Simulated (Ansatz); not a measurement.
Given:

ScOF:
Space group P4/nmm, origin choice 1 (No. 129); a = b = 3.5922 Å, c = 5.1137 Å, α = β = γ = 90.00°

```
atom  site  symmetry       x       y       z
----  ----  --------  ------  ------  ------
Sc      2c       4mm  0.0000  0.5000  0.2927
O       2b      -4m2  0.5000  0.5000  0.5000
F       2a      -4m2  0.0000  0.0000  0.0000
```

This is the r²SCAN-relaxed structure.

**Question.** All from plane-wave PAW r²SCAN (Ansatz code), unless another level is named. Give the bulk modulus (Birch–Murnaghan fit).

**Answer.** 162 GPa.

**Question.** Next, the highest zone-centre frequency (without LO–TO term)?

**Answer.** 604 cm^-1.

The first step of the workflow began from a Materials Project structure, measured or hypothetical; the Crystallography Open Database copy checked does not list it. Its standing as an ambient phase is unchecked. The cell was relaxed with r²SCAN under the symmetry of its start; whether a distortion lowers the energy is not shown. The run is not spin-polarised.

Potentials: the later of the program's two PAW sets.
